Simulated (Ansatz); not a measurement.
LiBr:
```cif
data_Br4Li4
_chemical_formula_sum 'Li4 Br4'
_space_group_name_H-M_alt 'Fm-3m'
_space_group_IT_number 225
_space_group_name_Hall '-F 4 2 3'
_cell_length_a 5.41099
_cell_length_b 5.41099
_cell_length_c 5.41099
_cell_angle_alpha 90.000
_cell_angle_beta 90.000
_cell_angle_gamma 90.000
loop_
_atom_site_label
_atom_site_type_symbol
_atom_site_symmetry_multiplicity
_atom_site_Wyckoff_symbol
_atom_site_fract_x
_atom_site_fract_y
_atom_site_fract_z
_atom_site_occupancy
Li1 Li 4 a 0.00000 0.00000 0.00000 1
Br1 Br 4 b 0.50000 0.50000 0.50000 1
```
(The calculation used a cell of 2 atoms; values per cell refer to that cell.)

Relaxed with PBEsol.

**Question.** Decompose the optical modes at the zone centre into irreducible representations, and say which are infrared and Raman allowed.

**Answer.** Point group m-3m: Γ_opt = T1u. Infrared: T1u. Raman: none.

**Question.** Assign frequencies (DFPT, PBEsol (plane waves, PAW; program Ansatz); without the LO–TO term).

**Answer.** T1u 179 cm⁻¹.

The cell was relaxed with PBEsol under the symmetry of its start; of distortions, only those at the zone centre were tested.

Potentials: the later of the program's two PAW sets.
